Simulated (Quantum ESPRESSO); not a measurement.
# Band energies of Zn2SeS

```
Zn2SeS
1.0
    3.88568     0.00000     0.00000
    0.00000     3.88568     0.00000
    0.00000     0.00000     5.48900
S Zn Se
1 2 1
Cartesian
  1.94284   1.94284   0.00000
  1.94284   0.00000   4.18925
  0.00000   1.94284   1.29974
  0.00000   0.00000   2.74450
```

PBEsol (Quantum ESPRESSO, PseudoDojo norm-conserving, 86 Ry, with spin-orbit coupling); path ΓXMΓZRAZ,XR,MA; energies in eV from the valence-band maximum.

| k (1/Å) | point | band 62 | band 63 | band 64 | band 65 | band 66 | band 67 | band 68 | band 69 |
|---|---|---|---|---|---|---|---|---|---|
| 0.00 | Γ | 0.00 | 1.47 | 1.47 | 2.89 | 2.89 | 3.49 | 3.49 | 5.78 |
| 0.23 |  | -0.12 | 2.34 | 2.34 | 3.27 | 3.29 | 4.24 | 4.26 | 5.64 |
| 0.58 |  | -0.48 | 3.68 | 3.69 | 4.16 | 4.18 | 5.74 | 5.77 | 6.26 |
| 0.81 | X | -0.73 | 4.07 | 4.07 | 4.56 | 4.56 | 5.92 | 5.92 | 6.38 |
| 0.92 |  | -0.88 | 4.27 | 4.27 | 4.74 | 4.77 | 5.64 | 5.65 | 6.15 |
| 1.27 |  | -1.99 | 3.53 | 3.54 | 3.92 | 3.92 | 4.31 | 4.36 | 4.38 |
| 1.62 | M | -2.20 | 2.61 | 2.61 | 3.08 | 3.08 | 3.52 | 3.52 | 3.54 |
| 1.93 |  | -1.99 | 3.13 | 3.13 | 3.73 | 3.74 | 4.09 | 4.11 | 4.49 |
| 2.14 |  | -1.50 | 3.74 | 3.74 | 4.05 | 4.05 | 5.29 | 5.31 | 5.57 |
| 2.45 |  | -0.56 | 2.91 | 2.91 | 4.01 | 4.03 | 4.44 | 4.48 | 5.01 |
| 2.76 | Γ | 0.00 | 1.47 | 1.47 | 2.89 | 2.89 | 3.49 | 3.49 | 5.78 |
| 3.10 |  | -0.57 | 3.02 | 3.02 | 3.44 | 3.44 | 3.86 | 3.86 | 4.93 |
| 3.33 | Z | -1.01 | 3.77 | 3.77 | 3.80 | 3.80 | 4.17 | 4.17 | 4.35 |
| 3.43 |  | -1.01 | 3.79 | 3.79 | 3.95 | 3.96 | 4.20 | 4.21 | 4.45 |
| 3.74 |  | -0.87 | 3.42 | 3.43 | 3.70 | 3.72 | 5.64 | 5.65 | 5.86 |
| 3.94 |  | -0.71 | 2.87 | 2.88 | 3.10 | 3.11 | 6.05 | 6.07 | 6.39 |
| 4.14 | R | -0.64 | 2.59 | 2.59 | 2.84 | 2.84 | 6.23 | 6.23 | 6.29 |
| 4.24 |  | -0.81 | 2.76 | 2.76 | 3.03 | 3.04 | 6.13 | 6.13 | 6.31 |
| 4.55 |  | -1.61 | 4.25 | 4.25 | 4.51 | 4.52 | 5.40 | 5.42 | 5.52 |
| 4.85 |  | -2.62 | 5.19 | 5.20 | 5.23 | 5.28 | 5.63 | 5.65 | 5.74 |
| 4.95 | A | -2.88 | 5.27 | 5.27 | 5.36 | 5.36 | 5.65 | 5.65 | 5.73 |
| 5.14 |  | -2.30 | 4.93 | 4.99 | 5.02 | 5.03 | 5.76 | 5.78 | 5.85 |
| 5.43 |  | -1.24 | 4.31 | 4.32 | 4.40 | 4.41 | 6.11 | 6.18 | 6.22 |
| 5.62 |  | -0.86 | 4.27 | 4.29 | 4.37 | 4.42 | 5.85 | 5.87 | 6.04 |
| 5.90 |  | -0.95 | 4.00 | 4.01 | 4.09 | 4.11 | 4.47 | 4.50 | 4.60 |
| 6.09 | Z | -1.01 | 3.77 | 3.77 | 3.80 | 3.80 | 4.17 | 4.17 | 4.35 |
| 6.09 | X | -0.73 | 4.07 | 4.07 | 4.56 | 4.56 | 5.92 | 5.92 | 6.38 |
| 6.38 |  | -0.69 | 3.37 | 3.37 | 3.68 | 3.68 | 5.98 | 5.98 | 6.03 |
| 6.67 | R | -0.64 | 2.59 | 2.59 | 2.84 | 2.84 | 6.23 | 6.23 | 6.29 |
| 6.67 | M | -2.20 | 2.61 | 2.61 | 3.08 | 3.08 | 3.52 | 3.52 | 3.54 |
| 6.89 |  | -2.45 | 3.29 | 3.29 | 3.62 | 3.62 | 4.07 | 4.07 | 4.11 |
| 7.24 | A | -2.88 | 5.27 | 5.27 | 5.36 | 5.36 | 5.65 | 5.65 | 5.73 |

The PBEsol gap is direct, 1.47 eV at Γ.

Geometry relaxed with PBEsol.

The structure is a Materials Project entry; no match was found in the copy of COD used, and its stability was not checked.
